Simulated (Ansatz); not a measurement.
Al$_{3}$Ni: do energies and stresses tell the same story?

Theory: DFT PBEsol, scalar-relativistic, plane waves, PAW (Ansatz 0.2.0).

Settings: cutoff 420 eV, Γ-centred mesh 6×6×8 on the computed 16-atom cell, Gaussian smearing of 0.10 eV; no spin polarisation.

Relaxed cell: Pnma, a = 6.589 Å, b = 7.318 Å, c = 4.763 Å, α = 90.00°, β = 90.00°, γ = 90.00°, 16 atoms in the primitive cell.

Energies at zero smearing and pressures from the stress tensor, at volumes with shape and atoms relaxed:
```json
{"V (Å³/atom)": "12.630", "E − E(first) (meV/atom)": "0.00", "P (GPa)": "20.41"}
{"V (Å³/atom)": "13.061", "E − E(first) (meV/atom)": "-45.99", "P (GPa)": "14.05"}
{"V (Å³/atom)": "13.491", "E − E(first) (meV/atom)": "-76.18", "P (GPa)": "8.60"}
{"V (Å³/atom)": "13.922", "E − E(first) (meV/atom)": "-92.84", "P (GPa)": "3.97"}
{"V (Å³/atom)": "14.352", "E − E(first) (meV/atom)": "-98.01", "P (GPa)": "0.00"}
{"V (Å³/atom)": "14.783", "E − E(first) (meV/atom)": "-93.33", "P (GPa)": "-3.38"}
{"V (Å³/atom)": "15.213", "E − E(first) (meV/atom)": "-80.27", "P (GPa)": "-6.25"}
{"V (Å³/atom)": "15.788", "E − E(first) (meV/atom)": "-51.97", "P (GPa)": "-9.41"}
```

Task: Check P = −dE/dV between neighbouring volumes, and get the bulk modulus from the pressures alone.

Result: With 1 eV/Å³ = 160.2 GPa:
```
middle V (Å³/atom)  −ΔE/ΔV (GPa) mean P (GPa)
            12.845        17.113        17.228
            13.276        11.236        11.323
            13.706         6.199         6.285
            14.137         1.922         1.988
            14.568        -1.741        -1.688
            14.998        -4.859        -4.817
            15.500        -7.897        -7.832
```

The two differ by 0.12 GPa at most. The mean of two end pressures misses the average over a step by about ΔV² P″/12, up to 0.09 GPa here; with that taken off 0.03 GPa remains, from the smearing term (the stress is the derivative of the free energy), the finite cutoff, the mesh or the relaxation's tolerance. Around V = 14.352 Å³/atom, the two neighbours give B = −V ΔP/ΔV = 14.352 × 7.35 / 0.861 = 122.6 GPa, against B0 = 121.5 GPa from the Birch–Murnaghan fit of the energies.

A ferromagnetic start lost its moments in a first run, so spin was left out; other magnetic orders weren't tried.

Cost: 9 runs of about 80 core-minutes in all, on AMD EPYC 7R43 (Zen 3) (shared hosts).